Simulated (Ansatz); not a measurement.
A distorted cell of Al2Cu (Al2Cu type, space group I4/mcm):

```
Al2Cu
1.0
   -3.00102     3.00102     2.40723
    3.00102    -3.00102     2.40723
    3.00102     3.00102    -2.40723
Al Cu
4 2
Direct
  0.67118   0.17118   0.84237
  0.84107   0.65893   0.50000
  0.15893   0.34107   0.50000
  0.34107   0.84107   0.18214
  0.25000   0.25000   0.00000
  0.75000   0.75000   0.00000
```

All values below come from PBEsol (plane waves to 420 eV, PAW, scalar-relativistic; Ansatz, a program for electronic structure). k mesh 10×10×10 (Γ-centred), Fermi-Dirac smearing 0.05 eV. Energies are smeared free energies. Compression counts positive. With partly filled bands, energies and forces of such displacements shift with the k mesh and the smearing. Al2Cu is run without spin polarisation. Al2Cu was relaxed with its symmetry unable to fall. The PAW data are Ansatz's earlier set.

Task: Predict the force on every atom, in eV/Å.

Result: 
```
atom      Fx      Fy     Fz
----  ------  ------  -----
Al1   -0.307  -0.307  0.000
Al2    0.041   0.034  0.000
Al3    0.034   0.041  0.000
Al4    0.182   0.182  0.000
Cu5    0.025   0.025  0.000
Cu6    0.025   0.025  0.000
```

Task: In it atom 1 sits (0.074, 0.074, 0.000) Å away from its relaxed site. What is its energy relative to the relaxed cell?

Result: 23 meV/cell.

(A displaced cell: forces are minus the slopes of the energy, force constants its curvatures, and phonons follow from these.)
